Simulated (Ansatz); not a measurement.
**GaSb, first-principles data**

GaSb:
```cif
data_GaSb
_chemical_formula_sum 'Ga1 Sb1'
_space_group_name_H-M_alt 'P 1'
_space_group_IT_number 1
_cell_length_a 4.14332
_cell_length_b 4.14332
_cell_length_c 4.14332
_cell_angle_alpha 97.997
_cell_angle_beta 97.997
_cell_angle_gamma 136.201
loop_
_space_group_symop_operation_xyz
  'x, y, z'
loop_
_atom_site_label
_atom_site_type_symbol
_atom_site_fract_x
_atom_site_fract_y
_atom_site_fract_z
_atom_site_occupancy
Ga1 Ga 0.75000 0.25000 0.50000 1
Sb1 Sb 0.00000 0.00000 0.00000 1
```

Space group I-4m2 (No. 119); conventional cell a = 5.4367 Å, b = 5.4367 Å, c = 3.0908 Å, α = 90.00°, β = 90.00°, γ = 90.00°.

Method: PBEsol in the plane-wave PAW code Ansatz. Geometry: relaxed at this level of theory. Other levels are named where they apply.

### Cell and energy

- Volume per atom: 22.84 Å³
- Density: 6.96 g/cm³
- Formation energy from the elements (no fitted shifts): 0.013 eV/atom

### Electronic structure

- Electronic character = metallic (no gap)
- Density of states at the Fermi level = 0.37 states/eV per atom (mean over ±0.08 eV)
- Gap with spin–orbit coupling = none (metallic)

### Mechanics

- Bulk modulus (Birch–Murnaghan fit): 61.0 GPa
- Pressure derivative B′: 4.9

### Phonons

* **Highest zone-centre frequency**: 150 cm⁻¹
* **Zone-centre stability**: no imaginary mode at Γ

The first step of the workflow began from a Materials Project structure, measured or hypothetical; the Crystallography Open Database copy checked does not list it. It is not the phase usual at ambient conditions (space group No. 216). The PBEsol relaxation kept the symmetry of its start. As this level gives no gap, phonon frequencies hold no LO–TO term and depend on the k-mesh and smearing (Fermi–Dirac, 0.1 eV here). The references are the lowest solids computed at this level, not always the standard phases. Spin–orbit coupling is left out wherever it is not named.

Potentials: the later of the program's two PAW sets.
